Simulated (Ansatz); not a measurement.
TiSi:
```xyz
2
Lattice="1.8041 -2.0664 0.0000 1.8041 2.0664 0.0000 0.0000 0.0000 3.7891" Properties=species:S:1:pos:R:3 pbc="T T T"
Ti     1.8041     0.0000     0.0000
Si     0.0000     0.0000     1.8946
```

This is the PBEsol-relaxed structure.

Question: All from DFT-PBEsol in the program Ansatz with PAW potentials, unless another level is named. Estimate the electronic character.

Answer: metallic (no gap).

Question: What about the formation energy from the elements (no fitted shifts)?

Answer: -0.61 eV/atom.

Question: Predict the density of states at the Fermi level.

Answer: 0.50 states/eV per atom (mean over ±0.08 eV).

Space group Cmmm. The workflow started from a Materials Project entry (that database holds measured and hypothetical structures alike); the Crystallography Open Database copy checked does not list it. COD files the formula under space group No. 25. Its standing as an ambient phase is unchecked. The PBEsol relaxation kept the symmetry of its start; its stability against distortions is not shown here. The run is not spin-polarised. The references are the lowest solids computed at this level, not always the standard phases.

Potentials: the earlier of the program's two PAW sets. The files were generated under PBE; for other functionals the program regenerates the frozen cores, and for LDA and PBEsol the local potential too.
